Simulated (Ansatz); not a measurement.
Calculated ⁶³Cu nuclear quadrupole resonance for Al2Cu under strain

Cell: a structure deposited in the COD, relaxed with PBE at fixed cell and then changed (z stretched by 3 %, ions relaxed).

```
Al Cu
1.0
    -3.03350    3.03350    2.51166
     3.03350   -3.03350    2.51166
     3.03350    3.03350   -2.51166
Al Cu
4 2
Direct
  0.65958 0.15958 0.81916
  0.15958 0.34042 0.50000
  0.34042 0.84042 0.18084
  0.84042 0.65958 0.50000
  0.25000 0.25000 0.00000
  0.75000 0.75000 0.00000
```

Atoms are numbered from 1 in the order listed; like atoms form one site, named after its first atom.

Computed with Ansatz: DFT, PBE, plane waves and PAW, scalar-relativistic, 420 eV cutoff, Γ-centred 12×12×12 k-points, Fermi–Dirac smearing 0.05 eV.

⁶³Cu: I = 3/2, Q = -220.0 mb (year-2017 value). Static lattice, zero field.

Q: Predict the zero-field ⁶³Cu lines of each site.

A: For I = 3/2 there is one line, ν = (|C_Q|/2)(1 + η²/3)^½.

```csv
site,atoms,V_zz (10²¹ V/m²),C_Q (MHz),η,line frequencies (MHz)
Cu,"5, 6",-1.88,9.99,0.00,4.99
```

Q: And for 65Cu (I = 3/2, Q = -204.0 mb) on Cu?

A: C_Q scales with Q to 9.26 MHz, with lines at 4.63 MHz.

An axis of threefold or higher order runs through Cu, so V_zz lies along it and η is zero.

With no gap above 0.1 eV, as in a metal, the gradients converge slowly in k; expect changes of a tenth or more on a denser mesh.

The relaxation (2 steps) took 39 s of wall time (36 s of CPU time) and 0.78 GiB at its peak, on 1 thread of Intel Xeon Platinum 8488C (Sapphire Rapids) (x86_64; 16 cores open to the job, memory cap 3.0 GiB, no GPU), a shared host with a load of 0.3 a core.
